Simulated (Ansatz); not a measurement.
Ansatz (a quantum-chemistry and plane-wave program) input:

Ansatz 0.2 input:
```yaml
crystal:
  lattice:
    - [3.9300729077, 0.0, 0.0]
    - [-1.9650364538, 3.4035429768, 0.0]
    - [0.0, 0.0, 5.1237106814]
  atoms:
    - { symbol: Ni, position: [0.0, 0.0, 0.0] }
    - { symbol: Ni, position: [0.0, 0.0, 0.5] }
    - { symbol: Sb, position: [0.3333333333, 0.6666666667, 0.25] }
    - { symbol: Sb, position: [0.6666666667, 0.3333333333, 0.75] }
kpoints:
  mp_grid: { grid: [12, 12, 8] }
hamiltonian:
  xc: r2scan
  pseudopotentials: { kind: paw }
scf:
  occupations: { method: gaussian, width: 0.05 }
checkpoint: { read: metal.run }
output: { bader: true, populations: true }
```

Output (shortened):

```
Pseudopotential: Ni, paw, valence charge 18
Pseudopotential: Sb, paw, valence charge 15
Functional definition: r2SCAN
Crystal: 4 atoms, lattice volume = 68.536 Å³
Basis set: ecut = 500 eV, 1729 PW (Γ), exchange–correlation on 120×120×160 points (64 copies of the dense FFT grid, shifted against one another)
Bands: 40, of which v1, the nominal top of the filled ones, is band 33 counted from 1 (32 counted from 0)
Symmetry: 24 space group operations
Space group: P63/mmc (ITA 194), of the structure as read, at distance tolerance 4.1e-5 Å
k-points: 95 of 1152
Stability of the state it starts from, as read at its close in the unpolarized treatment …
iter 1 solved again at ethr=9.37e-8 eV; its pass at ethr=3.10e-3 eV (dr2=6.19e-5 eV) is discarded
SCF iter   1: F=—  HF=-24689.852582 eV  |F-HF|=—  |Δ(HF+E_count)|=         —  Δρ=4.51e-7  dr2=2.06e-10  dr2_τ=1.26e-11  ethr=9.37e-8  ⟨swp⟩=3.2  Hψ=26337  notcnv=0
preconditioner: auto → Kerker (q_TF=auto, 2.711 Å⁻¹)
SCF iter   2: F=-24689.852582 eV  HF=-24689.852582 eV  |F-HF|=7.28e-12  |Δ(HF+E_count)|=   1.94e-8  Δρ=2.46e-7  dr2=2.13e-11  dr2_τ=1.61e-11  ethr=1.00e-12  ⟨swp⟩=7.1  Hψ=17456  notcnv=0
SCF 1 converged in 2 iterations: F = -24689.852582 eV  dr2 = 2.13e-11
SCF converged after 2 iterations
Free energy (F): -24689.852582 eV
Harris-Foulkes:  -24689.852582 eV  (|F-HF|=7.28e-12)
Internal energy: -24689.851070 eV  (E = F + TS)
E sigma→0 (E₀):  -24689.851826 eV
Entropy (-TS):   -0.001512 eV (-0.378 meV/atom)
Fermi energy:    15.220194 eV
--- Per-component energies (eV) ---
  E_band       = -933.365801
  E_kinetic    = 985.987014
  E_local      = -11101.441359  (includes V_loc(G=0)·N_el)
  E_nonlocal   = 2020.188058
  E_hartree    = 4866.451938
  E_xc         = -413.355602
  E_vxc        = -441.230655  (∫ρ·V_xc dr)
  E_paw        = -12506.673206  (= ΣΔE_a)
  E_vpaw       = -2160.981107  (= ΣTr[D̂ρ^β])
  E_aug_tail   = 0.000459  (compensation charges beyond the density's cutoff)
  E_vtau       = 31.207574  (kinetic-family band-sum trace: ∫τ·v_τ [+ j·A + Jᵃ·Aᵃ] dr)
  E_ewald      = -8541.420310
  E_core_change = 0.411937  (= ΣΔE_core)
  E_smearing   = -0.001512  (= −TS)
  E_closure    = 0.000000  (closes the sum)
  Σ components = -24689.852582   (vs F -24689.852582, Δ=0.00e0)
  [band-id]    e_kinetic+e_local+e_nonlocal+2·e_hartree+e_vxc+e_vpaw+e_augmentation_tail+e_vtau = -933.366138   (vs E_band -933.365801, Δ=-3.38e-4)
--- Band table (eV; the first three rows and the last of 95) ---
  k-point 0: bands = ["-91.7726", "-91.7645", "-50.7411", "-50.7411", "-50.7325", "-50.7325", "-50.7065", "-50.6168", "-14.9433", "-14.9433", "-14.9197", "-14.9020", "-14.8795", "-14.8795", "-14.8794", "-14.8794", "-14.8768", "-14.8768", "1.6045", "6.4688", …
  k-point 1: bands = ["-91.7722", "-91.7649", "-50.7408", "-50.7408", "-50.7329", "-50.7329", "-50.7032", "-50.6202", "-14.9420", "-14.9420", "-14.9190", "-14.9026", "-14.8881", "-14.8881", "-14.8783", "-14.8783", "-14.8706", "-14.8706", "1.6984", "5.8553", …
  k-point 2: bands = ["-91.7714", "-91.7657", "-50.7399", "-50.7399", "-50.7338", "-50.7338", "-50.6934", "-50.6300", "-14.9381", "-14.9381", "-14.9169", "-14.9043", "-14.8996", "-14.8996", "-14.8751", "-14.8751", "-14.8664", "-14.8664", "1.9792", "4.8470", …
  k-point 94: bands = ["-91.7685", "-91.7685", "-50.7373", "-50.7373", "-50.7371", "-50.7371", "-50.6617", "-50.6617", "-14.9324", "-14.9324", "-14.9152", "-14.9152", "-14.8825", "-14.8825", "-14.8702", "-14.8702", "-14.8695", "-14.8695", "5.2512", "5.2512", …
--- Löwdin populations: 4 sites ---
  site symbol       q [e]
     0     Ni     17.6409
     1     Ni     17.6409
     2     Sb     15.1234
     3     Sb     15.1234
  spilling = 0.007141 (of n_electrons = 66.000000)
--- Bader charges: 4 sites ---
  site symbol  charge [e]  shift [e]
     0     Ni     -0.2010     0.0058
     1     Ni     -0.2010     0.0058
     2     Sb      0.2010     0.0058
     3     Sb      0.2010     0.0058
  shift: an alarm, by how much a part of what the PAW files miss would move the charge. Where it is large, compare
  with a run on PAW files of another source; a small one proves nothing
  estimated error of the sums over rays = 4.3e-4 e
```

Cost: roughly 27 core-seconds on shared cores.

Space group P6_3/mmc (NiAs type). The r²SCAN relaxation kept the symmetry of its start. The run is not spin-polarised. Spin–orbit coupling is left out wherever it is not named.

Potentials: the later of the program's two PAW sets.

Ansatz is a plane-wave DFT program.
